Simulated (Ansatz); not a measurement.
Given:

Mo3S4 (space group R-3)

```
Mo3S4
1.0
    4.56712     2.63683     3.61694
   -4.56712     2.63683     3.61694
    0.00000    -5.27366     3.61694
Mo S
6 8
Direct
  0.40581   0.55183   0.21141
  0.59419   0.44817   0.78859
  0.21141   0.40581   0.55183
  0.78859   0.59419   0.44817
  0.55183   0.21141   0.40581
  0.44817   0.78859   0.59419
  0.13170   0.73551   0.38788
  0.86830   0.26449   0.61212
  0.38788   0.13170   0.73551
  0.61212   0.86830   0.26449
  0.73551   0.38788   0.13170
  0.26449   0.61212   0.86830
  0.22064   0.22064   0.22064
  0.77936   0.77936   0.77936
```

The volume is varied about the relaxed value V₀ at fixed cell shape. The atoms relax within the cell's symmetry.

All values below come from PBEsol (plane waves to 420 eV, PAW, scalar-relativistic; Ansatz, a quantum-chemistry and plane-wave program). k mesh 6×6×6 (Γ-centred), Fermi-Dirac smearing 0.05 eV. E stands for the smeared free energy. Stress and pressure are positive under compression. The points do not follow one Birch-Murnaghan curve well, so no fit is quoted. At this level the bands of Mo3S4 touch or barely overlap. Mo3S4 is run without spin polarisation. Mo3S4 was relaxed with its symmetry unable to fall. The zero of ΔE is the relaxed starting cell.

The scan covers V/V₀ from 0.840 to 1.160 in 13 points.

Question: What pressure does the cell carry at V/V₀ = 0.840?

Answer: 19.5 GPa.

Question: What is ΔE at V/V₀ = 1.160?

Answer: 78 meV/atom.

Question: What is ΔE at V/V₀ = 0.840?

Answer: 156 meV/atom.

(Under strain, the slope of the energy per volume gives the stress and its curvature an elastic modulus.)
